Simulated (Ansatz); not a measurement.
Given:

SrCd$_{2}$Sb$_{2}$:
```xyz
5
Lattice="4.7501 0.0000 0.0000 -2.3750 4.1137 0.0000 0.0000 0.0000 7.8788" Properties=species:S:1:pos:R:3 pbc="T T T"
Sr     0.0000     0.0000     0.0000
Cd     0.0000     2.7425     4.9750
Cd     2.3750     1.3712     2.9037
Sb     0.0000     2.7425     1.9833
Sb     2.3750     1.3712     5.8955
```

This is the r²SCAN-relaxed structure. Tensor components refer to the Cartesian frame of this cell.

Problem. All from DFT-r²SCAN in the program Ansatz with PAW potentials, unless another level is named. Predict the band gap.

Solution. 0.35 eV (indirect).

Problem. Give the hole effective mass, band 2 of 2 at the edge.

Solution. 0.061 along x, 0.50 along z (mₑ).

Problem. And the smallest direct gap on the standard path?

Solution. 0.39 eV.

Problem. What about the gap with spin–orbit coupling?

Solution. 0.13 eV.

Problem. What about the HSE06 gap on the r²SCAN cell?

Solution. 0.61 eV.

Problem. And the conduction-band minimum?

Solution. on the Γ–A line, 32 % of the way from Γ (2 equivalent valleys).

Space group P-3m1. The workflow started from an entry of the Crystallography Open Database (COD). Whether it is the stable phase at ambient conditions was not checked. The cell was relaxed with r²SCAN under the symmetry of its start; whether a distortion lowers the energy is not shown. Spin–orbit coupling is left out wherever it is not named.

Potentials: the later of the program's two PAW sets.
